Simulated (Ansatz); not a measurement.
# RbMgSbO$_{3}$: clamped-ion strain scan

The calculation used DFT r2SCAN, scalar-relativistic, plane waves, PAW in Ansatz. Cutoff 500 eV, Γ-centred 6×6×6 k-points, Gaussian smearing of 0.05 eV. No spin polarisation. Energies are free energies at this smearing, counted from the undisturbed cell; pressure is positive in compression.

Reference structure (relaxed at this level; it needn't be the usual structure):

```
Rb Mg Sb O
1.0
     3.09146    1.78485    4.01866
    -3.09146    1.78485    4.01866
     0.00000   -3.56971    4.01866
Rb Mg Sb O
1 1 1 3
Direct
  0.87798 0.87798 0.87798
  0.33197 0.33197 0.33197
  0.57549 0.57549 0.57549
  0.49459 0.49459 0.96587
  0.96587 0.49459 0.49459
  0.49459 0.96587 0.49459
```

The cell is strained by ε times the Voigt pattern (1, 1, 0, 0, 0, 0) (xx, yy, zz, yz, xz, xy; engineering shear) with fractional coordinates fixed.

```
      ε  ΔE (meV/atom)
-0.0400           54.4
-0.0200           12.8
 0.0000            0.0
 0.0100            3.0
 0.0300           25.2
```

Q: Predict the pressure (GPa) at each point.

A:
```csv
ε,pressure (GPa)
-0.0400,8.3
-0.0200,3.7
0.0000,0.0
0.0100,-1.6
0.0300,-4.3
```

Cost: 5 runs of about 2.6 core-minutes in all, on Arm Neoverse V1 (shared hosts).